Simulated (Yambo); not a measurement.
Input:

```
CELL_PARAMETERS angstrom
      3.49634     0.00000     0.00000
     -1.74817     3.02792     0.00000
      0.00000     0.00000    13.68955
ATOMIC_POSITIONS crystal
  Mo 0.33333 0.66667 0.25000
  Mo 0.66667 0.33333 0.75000
  Te 0.33333 0.66667 0.61722
  Te 0.66667 0.33333 0.38278
  Te 0.66667 0.33333 0.11722
  Te 0.33333 0.66667 0.88278
```

Workflow: norm-conserving PBE (stringent potentials; Quantum ESPRESSO, 107 Ry, scalar-relativistic), then G0W0 in Yambo (3×3×1 Γ-centred k mesh, bands 19 to 475 and a 12 Ry block in the screening, 475 bands in G with the Bruneval-Gonze terminator, plasmon pole fitted at 27.2 eV).

**Question.** Give the PBE and G0W0 gaps between the band edges found on this mesh, and say where the edges lie.

**Answer.** Edges: Γ → K. PBE: 0.95 eV; G0W0: 1.17 eV. The mesh misses an edge: along a dense path the PBE gap is 0.60 eV. Nearest settings tried, and what they do to the gap: 268 bands in G: +1 meV; 268 bands in W, 268 bands in G: -17 meV; 7 Ry block (315 vectors against 713): -44 meV. Not varied: mesh. So the settings aren't converged at that level. The k mesh is coarse. Spin-orbit coupling is left out, which matters for elements this heavy: edges can move by tenths of an eV.

Geometry relaxed with PBE+D3(BJ).
